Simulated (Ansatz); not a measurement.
Polymorphs of CuAu, each relaxed with r²SCAN (plane waves, PAW; program Ansatz):

A: Pm
a = 7.8248 Å, b = 3.8119 Å, c = 7.8458 Å, α = γ = 90.00°, β = 90.25°

| atom | site | symmetry | x | y | z |
|---|---|---|---|---|---|
| Cu | 1a | m | 0.0034 | 0.0000 | 0.9899 |
| Au | 1b | m | 0.7721 | 0.5000 | 0.9842 |
| Cu | 1b | m | 0.0067 | 0.5000 | 0.2513 |
| Au | 1a | m | 0.7732 | 0.0000 | 0.2513 |
| Au | 1a | m | 0.4962 | 0.0000 | 0.9990 |
| Au | 1b | m | 0.2282 | 0.5000 | 0.0007 |
| Au | 1b | m | 0.4912 | 0.5000 | 0.2644 |
| Cu | 1a | m | 0.2331 | 0.0000 | 0.2532 |
| Cu | 1a | m | 0.0027 | 0.0000 | 0.5093 |
| Au | 1b | m | 0.7661 | 0.5000 | 0.5125 |
| Cu | 1b | m | 0.0055 | 0.5000 | 0.7476 |
| Cu | 1a | m | 0.7644 | 0.0000 | 0.7469 |
| Cu | 1a | m | 0.4954 | 0.0000 | 0.5021 |
| Au | 1b | m | 0.2310 | 0.5000 | 0.5010 |
| Au | 1b | m | 0.4949 | 0.5000 | 0.7383 |
| Cu | 1a | m | 0.2361 | 0.0000 | 0.7483 |

B: L1₀ or tetragonal B2 (P4/mmm)
a = b = 2.879 Å, c = 3.504 Å, α = β = γ = 90.00°

| atom | site | symmetry | x | y | z |
|---|---|---|---|---|---|
| Cu | 1d | 4/mmm | 0.5000 | 0.5000 | 0.5000 |
| Au | 1a | 4/mmm | 0.0000 | 0.0000 | 0.0000 |

Task: Put the candidates in order of energy per atom at 0 K, lowest first, for r²SCAN.

Result: B (+0 meV/atom), A (+31 meV/atom)

Typed or built starts, not in the databases checked: A. Not the usual ambient phase: A. Relaxed far from the usual cell of the phase: B. All cells were relaxed under the symmetry of their starts (and spin orders); stability against distortions was not tested throughout. Named crystals with no word on spin ran without spin polarisation. Scalar-relativistic: spin–orbit coupling is off unless named, which matters more the heavier the elements.

Energies hold the estimated change up to a 700 eV cutoff; steps of a few meV lie near the error of the meshes.

Potentials: the earlier of the program's two PAW sets. The files were generated under PBE; for other functionals the program regenerates the frozen cores, and for LDA and PBEsol the local potential too.
